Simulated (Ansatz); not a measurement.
BeS in space group P-6m2 (No. 187; Be on 1a, S on 1f) under volume change, the program Ansatz at the PBE level (PAW), shape and atoms relaxed at each volume.

| V (Å³/atom) | E − E(relaxed) (meV/atom) | P (GPa) |
|---|---|---|
| 11.989 | 33.4 | 9.61 |
| 12.385 | 14.3 | 6.00 |
| 12.780 | 3.5 | 2.85 |
| 13.175 | 0.0 | 0.00 |
| 13.571 | 3.2 | -2.53 |
| 13.966 | 12.2 | -4.72 |
| 14.361 | 26.2 | -6.57 |

Q: What does a third-order Birch–Murnaghan fit give for V₀, B₀ and B′?

A: V₀ = 13.17 Å³/atom, B₀ = 88.0 GPa, B′ = 3.2.

A made-up cell: these elements were put on the sites of a structure type; neither database checked (COD, Materials Project) lists it. COD files the formula under space group No. 216, so this cell is another polymorph or a model. Its standing as an ambient phase is unchecked. The PBE relaxation kept the symmetry of its start; whether a distortion lowers the energy is not shown.

Potentials: the later of the program's two PAW sets.
